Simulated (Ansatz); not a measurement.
Cu Kα1 powder pattern (kinematic, no thermal factors).
2θ (°) (relative intensity): 15.07 (100, 2 0 0), 21.37 (34, 2 2 0), 25.12 (1, 3 1 1), 26.25 (3, 2 2 2), 30.41 (25, 4 0 0), 34.10 (38, 4 2 0), 37.47 (11, 4 2 2), 43.54 (14, 4 4 0), 46.33 (18, 6 0 0), 48.99 (13, 6 2 0), 51.56 (5, 6 2 2), 54.03 (4, 4 4 4), 56.43 (12, 6 4 0), 58.76 (11, 6 4 2), 63.27 (2, 8 0 0), 65.45 (9, 8 2 0), 67.60 (4, 8 2 2), 69.72 (3, 6 6 2), 71.81 (4, 8 4 0), 73.87 (4, 8 4 2), 75.91 (4, 6 6 4), 79.94 (2, 8 4 4), 81.93 (4, 10 0 0), 83.92 (6, 10 2 0), 85.90 (3, 10 2 2), 89.84 (7, 10 4 0)

The pattern is computed from a structure relaxed with Ansatz, DFT PBE, scalar-relativistic, plane waves, PAW. Collinear spin, ending at 1.0 μB a primitive cell. Its elements are C, Cd, N, Y.

Question: Give the structure.

Answer: YCdC6N6.
Space group Fm-3m (No. 225). a = 11.749 Å, b = 11.749 Å, c = 11.749 Å, α = 90.00°, β = 90.00°, γ = 90.00°
| atom | site | symmetry | x | y | z |
| --- | --- | --- | --- | --- | --- |
| Y | 4b | m-3m | 0.5000 | 0.0000 | 0.0000 |
| Cd | 4a | m-3m | 0.0000 | 0.0000 | 0.0000 |
| C | 24e | 4m.m | 0.1991 | 0.0000 | 0.0000 |
| N | 24e | 4m.m | 0.2985 | 0.0000 | 0.0000 |

A pattern alone doesn't exclude other cells with like lines; this is the one computed.

The structure comes from a generated guess; another structure or a mixture of phases may lie lower.
